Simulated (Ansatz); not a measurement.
**Energy against volume for Si3N4 (space group P6_3/m)**

Si3N4 (space group P6_3/m)

```
CELL_PARAMETERS angstrom
      7.66352     0.00000     0.00000
     -3.83176     6.63680     0.00000
      0.00000     0.00000     2.92654
ATOMIC_POSITIONS crystal
  Si 0.23108 0.82498 0.75000
  Si 0.76892 0.17502 0.25000
  Si 0.40610 0.23108 0.25000
  Si 0.59390 0.76892 0.75000
  Si 0.17502 0.40610 0.75000
  Si 0.82498 0.59390 0.25000
  N  0.33333 0.66667 0.75000
  N  0.66667 0.33333 0.25000
  N  0.96915 0.67000 0.75000
  N  0.03085 0.33000 0.25000
  N  0.29915 0.96915 0.25000
  N  0.70085 0.03085 0.75000
  N  0.33000 0.29915 0.75000
  N  0.67000 0.70085 0.25000
```

The volume is varied about the relaxed value V₀ at fixed cell shape. The atoms relax within the cell's symmetry.

Calculation: PBE (plane waves to 420 eV, PAW, scalar-relativistic; Ansatz, a first-principles code). k mesh 4×4×9 (Γ-centred), Fermi-Dirac smearing 0.05 eV. Energies are smeared free energies. Compression counts positive. With the shape held, the modulus is that of even scaling; a crystal free to change shape is softer. Si3N4 was relaxed with its symmetry unable to fall. ΔE is measured from the relaxed starting cell.

```json
[
 {"V/V₀": "0.900", "ΔE (eV/atom)": "0.0916", "P (GPa)": "30.0"},
 {"V/V₀": "0.920", "ΔE (eV/atom)": "0.0567", "P (GPa)": "22.8"},
 {"V/V₀": "0.940", "ΔE (eV/atom)": "0.0308", "P (GPa)": "16.3"},
 {"V/V₀": "0.960", "ΔE (eV/atom)": "0.0132", "P (GPa)": "10.3"},
 {"V/V₀": "0.980", "ΔE (eV/atom)": "0.0032", "P (GPa)": "4.9"},
 {"V/V₀": "1.000", "ΔE (eV/atom)": "0.0000", "P (GPa)": "0.0"},
 {"V/V₀": "1.020", "ΔE (eV/atom)": "0.0030", "P (GPa)": "-4.5"},
 {"V/V₀": "1.040", "ΔE (eV/atom)": "0.0117", "P (GPa)": "-8.5"},
 {"V/V₀": "1.060", "ΔE (eV/atom)": "0.0254", "P (GPa)": "-12.2"},
 {"V/V₀": "1.080", "ΔE (eV/atom)": "0.0438", "P (GPa)": "-15.5"},
 {"V/V₀": "1.100", "ΔE (eV/atom)": "0.0664", "P (GPa)": "-18.5"}
]
```

What the scan shows:

```
Item                                                                          Result
---------------------------------------------------------------------  -------------
Pressure at the smallest volume                                             30.0 GPa
Energy cost of the largest compression                                 91.6 meV/atom
Energy cost of the largest expansion                                   66.4 meV/atom
Bulk modulus at fixed cell shape B₀ (third-order Birch-Murnaghan fit)        233 GPa
Pressure derivative B₀′ (fit)                                                    3.8
Equilibrium volume of the fit                                          10.63 Å³/atom
Pressure for 5 % compression (fit)                                          13.2 GPa
```

(Under strain, the slope of the energy per volume gives the stress and its curvature an elastic modulus.)
